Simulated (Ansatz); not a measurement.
Total density of states per atom from LDA in the plane-wave PAW code Ansatz, in 0.25 eV bins, energy from the Fermi level:

```
E (eV) | states/eV/atom
    -7.40 |  0.00
    -7.15 | ####################### 3.06
    -6.90 | ############################ 3.65
    -6.65 | #################### 2.64
    -6.40 | ####################### 2.98
    -6.15 | ############################## 3.92
    -5.90 | ################ 2.13
    -5.65 | ############ 1.61
    -5.40 |  0.00
    -5.15 |  0.00
    -4.90 |  0.00
    -4.65 |  0.00
    -4.40 |  0.00
    -4.15 |  0.04
    -3.90 | #### 0.58
    -3.65 | ######### 1.12
    -3.40 | ###### 0.76
    -3.15 | #### 0.49
    -2.90 | ### 0.40
    -2.65 | ### 0.43
    -2.40 | #### 0.55
    -2.15 | ###### 0.77
    -1.90 | ####### 0.87
    -1.65 | ###### 0.82
    -1.40 | ####### 0.93
    -1.15 | ########## 1.26
    -0.90 | ############ 1.52
    -0.65 | ###### 0.81
    -0.40 | #### 0.47
    -0.15 | # 0.15
     0.10 |  0.00
     0.35 |  0.01
     0.60 |  0.02
     0.85 |  0.02
     1.10 |  0.04
     1.35 |  0.05
     1.60 |  0.06
     1.85 | # 0.07
     2.10 | # 0.09
     2.35 | # 0.09
     2.60 | # 0.11
     2.85 | # 0.13
     3.10 | # 0.14
     3.35 | # 0.16
     3.60 | # 0.18
     3.85 | ## 0.21
     4.10 | ## 0.25
     4.35 | ## 0.29
     4.60 | ## 0.27
     4.85 | ## 0.26
```

Pick the material that matches.
A. VBiO4, I4_1/a (V on 4b, Bi on 4a, O on 16f)
B. CdO, wurtzite
C. Al2O3, corundum
D. CaTiO3, cubic perovskite

B, CdO, wurtzite. Within 0.5 eV of the Fermi level: O 2p 82 %, Cd 4d 16 %. Projections are on Löwdin-orthogonalised atomic valence shells; empty p or d shells of many metals are not among them.

Space group P6_3mc (wurtzite). The first step of the workflow began from a Materials Project structure, measured or hypothetical; the Crystallography Open Database copy checked does not list it. It is not the phase usual at ambient conditions (space group No. 225). Symmetry was held in the LDA relaxation; its stability against distortions is not shown here. Spin–orbit coupling is left out wherever it is not named.

Potentials: the later of the program's two PAW sets.
